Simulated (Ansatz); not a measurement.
LiTaO₃:
```yaml
crystal:
  lattice:
    - [2.56981, 1.48368, 4.59082]
    - [-2.56981, 1.48368, 4.59082]
    - [0.00000, -2.96736, 4.59082]
  atoms:
    - { symbol: Li, position: [0.71708, 0.71708, 0.71708] }
    - { symbol: Li, position: [0.21708, 0.21708, 0.21708] }
    - { symbol: Ta, position: [0.00021, 0.00021, 0.00021] }
    - { symbol: Ta, position: [0.50021, 0.50021, 0.50021] }
    - { symbol: O, position: [0.63488, 0.88231, 0.27442] }
    - { symbol: O, position: [0.88231, 0.27442, 0.63488] }
    - { symbol: O, position: [0.27442, 0.63488, 0.88231] }
    - { symbol: O, position: [0.13488, 0.77442, 0.38231] }
    - { symbol: O, position: [0.38231, 0.13488, 0.77442] }
    - { symbol: O, position: [0.77442, 0.38231, 0.13488] }
```

Relaxed with PBEsol. Special points in fractions of this cell's reciprocal vectors: Γ (0.000, 0.000, 0.000); T (0.500, 0.500, 0.500); H2 (0.764, 0.236, 0.500); H0 (0.500, -0.236, 0.236); L (0.500, 0.000, 0.000); S0 (0.368, -0.368, 0.000); S2 (0.632, 0.000, 0.368); F (0.500, 0.000, 0.500).

Task: List the band energies nearest the valence-band maximum at these points for plane-wave PAW PBEsol with spin–orbit coupling (Ansatz code).

Result: In eV from the valence-band maximum; about four levels below and three above (degenerate sets whole), none deeper than 8.9 eV; points with the same levels are listed once.

| k | below | above |
|---|---|---|
| Γ | -0.06 -0.06 -0.03 -0.03 | 3.67 3.67 3.78 3.78 |
| T | -0.30 -0.30 -0.30 -0.30 | 5.12 5.12 5.12 5.12 |
| H2 | -0.35 -0.35 -0.31 -0.31 | 4.23 4.23 4.44 4.44 |
| L | -0.27 -0.27 -0.25 -0.25 | 4.52 4.52 4.62 4.62 |
| S0 | -0.47 -0.43 -0.18 -0.16 | 3.87 4.04 4.47 |
| F | -0.43 -0.43 -0.29 -0.29 | 3.80 3.80 4.49 4.49 |

Space group R3c. Symmetry was held in the PBEsol relaxation. No spin polarisation was allowed.

Potentials: the later of the program's two PAW sets.
